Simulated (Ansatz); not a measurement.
Cs$_{2}$LiMoF$_{6}$:
```
Cs2LiMoF6
1.0
    0.00000     4.32097     4.32097
    4.32097     0.00000     4.32097
    4.32097     4.32097     0.00000
Cs Li Mo F
2 1 1 6
Direct
  0.25000   0.25000   0.25000
  0.75000   0.75000   0.75000
  0.50000   0.50000   0.50000
  0.00000   0.00000   0.00000
  0.24048   0.24048   0.75952
  0.75952   0.75952   0.24048
  0.75952   0.24048   0.24048
  0.24048   0.75952   0.75952
  0.24048   0.75952   0.24048
  0.75952   0.24048   0.75952
```
The run is spin-polarised.

This is the r²SCAN-relaxed structure.

### Question
All from DFT-r²SCAN in the program Ansatz with PAW potentials, unless another level is named. Estimate the Bader charges.

### Answer
Cs +0.91, Li +0.94, Mo +2.07, F -0.81 e.

### Question
And the net moment?

### Answer
0.30 μB per atom.

Space group Fm-3m. The first step of the workflow began from a Materials Project structure, measured or hypothetical; the Crystallography Open Database copy checked does not list it. Its standing as an ambient phase is unchecked. Symmetry was held in the r²SCAN relaxation; its stability against distortions is not shown here. Spin order of the final state: ferromagnetic, chosen from 3 collinear starts compared on coarse meshes (ties went to the first, and starts can fall back to one state), not a proven ground state. Other orbital occupations within this spin state were not tried. No Hubbard U is applied. Spin–orbit coupling is left out wherever it is not named.

Potentials: the later of the program's two PAW sets.
